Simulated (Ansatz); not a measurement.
FeNi₃:
```xyz
4
Lattice="3.5142 0.0000 0.0000 0.0000 3.5142 0.0000 0.0000 0.0000 3.5142" Properties=species:S:1:pos:R:3 pbc="T T T"
Fe     0.0000     0.0000     0.0000
Ni     0.0000     1.7571     1.7571
Ni     1.7571     0.0000     1.7571
Ni     1.7571     1.7571     0.0000
```
Starting moments (μB, in the order of the atoms Fe Ni Ni Ni): 3.2 0.8 0.8 0.8.

Relaxed with r²SCAN.

Q: Map the spin density (μB/Å³) on the plane through (0.000, 0.000, 0.000) spanned by u = [1, 1, 0] and v = [1, 0, 1] in lattice vectors, from r²SCAN in the plane-wave PAW code Ansatz.

A: x is the fraction of u, y of v (the angle between them is 60°; rows are the nearest grid lines); atoms in the plane: Fe at (0.00, 0.00), Ni at (0.50, 0.50), Ni at (0.00, 0.50), Ni at (0.50, 0.00).
```
|97310000000133100000001379|
|77410000000023200000000147|
|34310000000001100000000013|
|11110000000000000000000001|
|00000000000000000000000000|
|00000000000000000000000000|
|00000000000000000000000000|
|00000000000000000000000000|
|00000000000000000000000000|
|00000000000000000000000000|
|10000000000121000000000121|
|32000000000233100000000133|
|33100000000133200000000023|
|12100000000012100000000001|
|00000000000000000000000000|
|00000000000000000000000000|
|00000000000000000000000000|
|00000000000000000000000000|
|00000000000000000000000000|
|00000000000000000000000000|
|10000000000000000000001111|
|31000000000110000000001343|
|74100000000232000000001477|
|97310000000133100000001379|
```
Scale: ten equal steps from -0.029 (start of '0') to 8.57 (end of '9'), in the order '0123456789'; x runs from 0.000 to 1.00, y from 0.000 (bottom) to 1.00 (top).

The density is the valence pseudo-density with augmentation charge, so density and ELF within about 1 Å of a nucleus are not all-electron values.

Space group Pm-3m (Cu3Au type). The cell was relaxed with r²SCAN under the symmetry of its start. Spin order of the final state: ferromagnetic, chosen from 5 collinear starts compared on coarse meshes (ties went to the first, and starts can fall back to one state), not a proven ground state. Textbook magnetic order: ferromagnetic. Other orbital occupations within this spin state were not tried. For itinerant 3d metals, meta-GGAs of the SCAN family and hybrids are commonly reported to give too large moments.

Potentials: the later of the program's two PAW sets.
